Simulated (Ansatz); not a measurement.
A relaxed structure of Al$_{2}$Au. Space group Fm-3m (No. 225), AFLOW prototype AB2_cF12_225_a_c (C1, as in CaF2). Method: PBEsol (plane waves to 420 eV, PAW, scalar-relativistic; Ansatz, a quantum-chemistry and plane-wave program).

```cif
data_Al2Au
_chemical_formula_sum 'Al2 Au1'
_space_group_name_H-M_alt 'P 1'
_space_group_IT_number 1
_cell_length_a 4.24421
_cell_length_b 4.24421
_cell_length_c 4.24421
_cell_angle_alpha 60.000
_cell_angle_beta 60.000
_cell_angle_gamma 60.000
loop_
_space_group_symop_operation_xyz
  'x, y, z'
loop_
_atom_site_label
_atom_site_type_symbol
_atom_site_fract_x
_atom_site_fract_y
_atom_site_fract_z
_atom_site_occupancy
Al1 Al 0.25000 0.25000 0.25000 1
Al2 Al 0.75000 0.75000 0.75000 1
Au1 Au 0.00000 0.00000 0.00000 1
```

```yaml
volume_per_atom: 18.02 Å³
band_gap: zero (metallic)
shortest_distances: Al–Au 2.60 Å; Al–Al 3.00 Å
k-mesh: 13×13×13
```

Band energies at high-symmetry points (eV from the Fermi level; labels of this space group; no spin-orbit coupling), from −5 eV up to 3.5 eV:

```csv
point,energies
Γ,2.24 2.91 2.91 2.91
X,-2.13 -2.13 1.28 2.03
U,-4.62 -3.41 -1.38 1.82
K,-4.62 -3.41 -1.38 1.82
L,0.34 0.34 3.23
W,-4.03 -4.03 -2.21
```

No spin polarisation in the result.

The run could not lose the symmetry of its start.

All atoms sit on sites fixed by symmetry, so only the cell could relax.
